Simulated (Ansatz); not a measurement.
SiO$_{2}$:
```yaml
crystal:
  lattice:
    - [0.00000, 4.39571, -2.48884]
    - [0.00000, 4.39571, 2.48884]
    - [8.29509, 0.00000, 0.00000]
  atoms:
    - { symbol: Si, position: [0.33999, 0.33096, 0.93731] }
    - { symbol: Si, position: [0.66904, 0.66001, 0.06269] }
    - { symbol: Si, position: [0.33999, 0.33096, 0.56269] }
    - { symbol: Si, position: [0.66904, 0.66001, 0.43731] }
    - { symbol: O, position: [0.60322, 0.39678, 0.00000] }
    - { symbol: O, position: [0.60322, 0.39678, 0.50000] }
    - { symbol: O, position: [0.46320, 0.96864, 0.54185] }
    - { symbol: O, position: [0.03136, 0.53680, 0.45815] }
    - { symbol: O, position: [0.46320, 0.96864, 0.95815] }
    - { symbol: O, position: [0.03136, 0.53680, 0.04185] }
    - { symbol: O, position: [0.57737, 0.73692, 0.25000] }
    - { symbol: O, position: [0.26308, 0.42263, 0.75000] }
```

Relaxed with r²SCAN.

Problem. Map the electron localisation function on the plane through (0.340, 0.331, 0.563) spanned by u = [1, 0, 1] and v = [1, -1, 0] in lattice vectors, from DFT-r²SCAN in the program Ansatz with PAW potentials.

Solution. x is the fraction of u, y of v (the angle between them is 75°; rows are the nearest grid lines); atoms in the plane: Si at (0.00, 0.00), O at (0.90, 0.79).
```
|#..=*#*+=. .=%@@@@%*         .=**##*=..#|
|:.:*%%%#*:  =%@@@@@%.        .+#%@@@%+.:|
|. -#@@@%#=. -#@@@@@@-.       .+%@@@@@@=.|
|: -%@@@@%*. :#@@%%@@=.....   .+%@@%%@@%:|
|+.-#@@@@@#- .+%@@@@@+..:-::.  =%@@*+%@@+|
|#::*%@@@@#-  =#%@@@@=.:+**+-. :#@%=:*@@#|
|#: .+%@@%#=. .-+*#%%..*@@@@%#-.-%@@#%@@#|
|*:  -*%%%*=.  .:-=++.:#@@@@@%*::*@@@@@%*|
|*:  .=*#*+-     ..::.:%@@%#%@%+.-#@@@%%*|
|=:   :=++=:        ..-#@@*=*@@#:.=*###*=|
|.     :--:.        ..:*@@#=*@@%=..:---:.|
|       ...         . .=%@@%%@@%=.....   |
|                  ..  :*@@@@@@#-..::.   |
|                  ..  .=#@@@@%+:.:==-:. |
|:.                ..   .+%@@%#-..-***+-:|
|=:                 .    :+###=. .=*###+=|
|+:.                      -++=:  .=##%#*+|
|+-.                       ::.   .=#%%%#+|
|+-.          ...                .-+#%%#+|
|=:.         .-==-.               .-*##*=|
|:......     -+***=:               .-++-:|
|   .:::..  .=*%%%#=.           ........ |
|:  :===-:  .=#%@@%#=          :----:. .:|
|#..=*#*+=. .=%@@@@%*         .=**##*=..#|
```
Scale: ten equal steps from 0.000 (start of ' ') to 0.856 (end of '@'), in the order ' .:-=+*#%@'; x runs from 0.000 to 1.00, y from 0.000 (bottom) to 1.00 (top).

The density is the valence pseudo-density with augmentation charge, so density and ELF within about 1 Å of a nucleus are not all-electron values.

Space group Ama2. The first step of the workflow began from a Materials Project structure, measured or hypothetical; the Crystallography Open Database copy checked does not list it. It is not the phase usual at ambient conditions (space group No. 92, 152, 154). Symmetry was held in the r²SCAN relaxation; whether a distortion lowers the energy is not shown.

Potentials: the later of the program's two PAW sets.
